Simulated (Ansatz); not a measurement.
Relax this structure to zero stress and force, keeping its symmetry:

```cif
data_structure
_symmetry_space_group_name_H-M 'P 1'
_symmetry_Int_Tables_number 1
_cell_length_a 6.3982
_cell_length_b 6.3982
_cell_length_c 3.7675
_cell_angle_alpha 90.000
_cell_angle_beta 90.000
_cell_angle_gamma 120.000
_cell_volume 133.57
loop_
_atom_site_label
_atom_site_type_symbol
_atom_site_fract_x
_atom_site_fract_y
_atom_site_fract_z
_atom_site_occupancy
Hf1 Hf 0.00000 0.58351 0.50000 1
Hf2 Hf 0.41649 0.41649 0.50000 1
Hf3 Hf 0.58351 0.00000 0.50000 1
P1 P 0.66667 0.33333 0.00000 1
P2 P 0.33333 0.66667 0.00000 1
P3 P 0.00000 0.00000 0.50000 1
Ru1 Ru 0.24640 0.00000 0.00000 1
Ru2 Ru 0.75360 0.75360 0.00000 1
Ru3 Ru 0.00000 0.24640 0.00000 1
```

These are results of DFT PBEsol, scalar-relativistic, plane waves, PAW (Ansatz 0.2.0), not measurements.

Cutoff 420 eV; k points 6×6×10 on the computed 9-atom cell (Γ-centred); Gaussian smearing, width 0.10 eV; no spin polarisation.

**Question.** What does it relax to?

**Answer.** The volume falls by 0.19 Å³/atom to 14.65 Å³/atom, and the energy falls by 2.0 meV/atom. Final structure:
Space group P-62m (No. 189). a = 6.370 Å, b = 6.370 Å, c = 3.751 Å, α = 90.00°, β = 90.00°, γ = 120.00°
| atom | site | symmetry | x | y | z |
| --- | --- | --- | --- | --- | --- |
| Hf | 3g | m2m | 0.0000 | 0.5839 | 0.5000 |
| P | 2c | -6.. | 0.6667 | 0.3333 | 0.0000 |
| P | 1b | -62m | 0.0000 | 0.0000 | 0.5000 |
| Ru | 3f | m2m | 0.2456 | 0.0000 | 0.0000 |

Spin–orbit coupling is left out, which can shift energies with elements as heavy as these.